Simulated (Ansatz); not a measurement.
Relaxed candidate structures of Y3Ge:

A. Pm-3m (No. 221), cP4, Cu3Au type; a = b = c = 4.6846 Å, α = β = γ = 90.00°; Ge 1b (0.500, 0.500, 0.500); Y 3d (0.000, 0.000, 0.500)

B. P6₃22 (No. 182), hP8, AFLOW prototype AB3_hP8_182_c_g (as in Fe3C); a = 6.8093 Å, b = 6.8093 Å, c = 6.3493 Å, α = 90.00°, β = 90.00°, γ = 120.00°; Y 6g (0.000, 0.314, 0.000); Ge 2c (0.333, 0.667, 0.250)

C. Fm-3m (No. 225), cF16, AFLOW prototype AB3_cF16_225_a_bc (D0_3, as in BiF3); a = b = c = 7.456 Å, α = β = γ = 90.00°; Ge 4a (0.000, 0.000, 0.000); Y 4b (0.500, 0.500, 0.500); Y 8c (0.250, 0.250, 0.250)

D. Pnma (No. 62), oP16, AFLOW prototype AB3_oP16_62_c_cd (D0_11, as in Fe3C); a = 7.721 Å, b = 9.268 Å, c = 6.361 Å, α = β = γ = 90.00°; Y 4c (0.030, 0.250, 0.867); Y 8d (0.177, 0.057, 0.350); Ge 4c (0.377, 0.250, 0.066)

E. Pm-3n (No. 223), cP8, A15 (Cr3Si type); a = b = c = 5.971 Å, α = β = γ = 90.00°; Y 6c (0.000, 0.500, 0.250); Ge 2a (0.000, 0.000, 0.000)

**Question.** Put the candidates in order of energy per atom, lowest first, for r2SCAN (plane waves to 500 eV, PAW, scalar-relativistic; Ansatz, a quantum-chemistry and plane-wave program).

**Answer.** D (reference, the lowest among the structures calculated here), B (+0.22 eV/atom), A (+0.25 eV/atom), E (+0.28 eV/atom), C (+0.50 eV/atom)

Each run could gain symmetry but not lose that of its start, so entries can be saddle points. All of these are generated cells (placed on structure types, drawn at random, substituted or restacked) that were not matched to a known phase here. The real structure of this composition may not be among these, and whether this composition forms is not checked here. Energies are at zero temperature and pressure, without zero-point motion. No spin polarisation in the result.
